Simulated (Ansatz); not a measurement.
Trial structure of NdAl₂S, not yet relaxed:

```
Nd Al S
1.0
     4.72360    0.00000    0.00000
     0.00000    4.72360    0.00000
     0.00000    0.00000    3.83377
Nd Al S
1 2 1
Direct
  0.00000 0.00000 0.66788
  0.50000 0.00000 0.69253
  0.00000 0.50000 0.69253
  0.50000 0.50000 0.99492
```

Theory: Ansatz 0.2.0, DFT PBE, scalar-relativistic, plane waves, PAW, and for the lanthanide a 4f-in-core norm-conserving potential. Plane waves to 660 eV, a k mesh through Γ of 4×4×4 on the computed 4-atom cell and Gaussian smearing (0.10 eV); no spin polarisation.

The zero of energy is the elements' standard structures at the same level; no fitted shifts are applied.

Task: Estimate its pressure, forces and energy as it stands.

Result: The pressure is 22.4 GPa (the mean over three directions, positive in compression), the largest force is 0.44 eV/Å, and the energy is +1.75 eV/atom against the elements. The shortest distance is 2.36 Å.

Task: Is it a good guess?

Result: A poor one: relaxing gains about 2.3 eV/atom (the start's value is from the coarse mesh, so the gain is rough) in 42 ionic steps and ends at −0.56 eV/atom on the finer mesh. The symmetry goes from P4mm (No. 99) to P4/mmm (No. 123). The volume per atom grows by 7.9 %, from 21.4 to 23.1 Å³. The shortest distance goes from 2.36 Å (Nd–Al) to 2.78 Å (Nd–S and Al–Al). Conventional cell: a = 3.928 Å, c = 5.980 Å. Around Nd lie 4 S at 2.78 Å, 8 Al at 3.58 Å and 4 Nd at 3.93 Å; Al is surrounded by 4 Al at 2.78 Å; S has 4 Nd at 2.78 Å.

The last run used a 12×12×8 mesh (in the run's order of axes) for its 4-atom cell and Gaussian smearing of 0.10 eV. An odd number of valence electrons (the lanthanide is held trivalent, its 4f shell in the core) allows no gap without spin; another valence of the lanthanide, a larger cell or a magnetic state could open one. The cell is a metal run without spin; a magnetic state may lie lower. The reference form of S is held partly by dispersion forces, which this level lacks. The relaxation can't lower the symmetry of the start, and the grade says only how near the guess is to its own end. A structure relaxed within its symmetry needn't be a true minimum.

The lanthanide is trivalent by construction, without f bands, f moments or other valences. The reference runs of the other elements, and any phases without the lanthanide, used 420 eV, which shifts energies against them by under 10 meV/atom. The lanthanide's reference is the lowest of its hcp, dhcp and fcc cells.
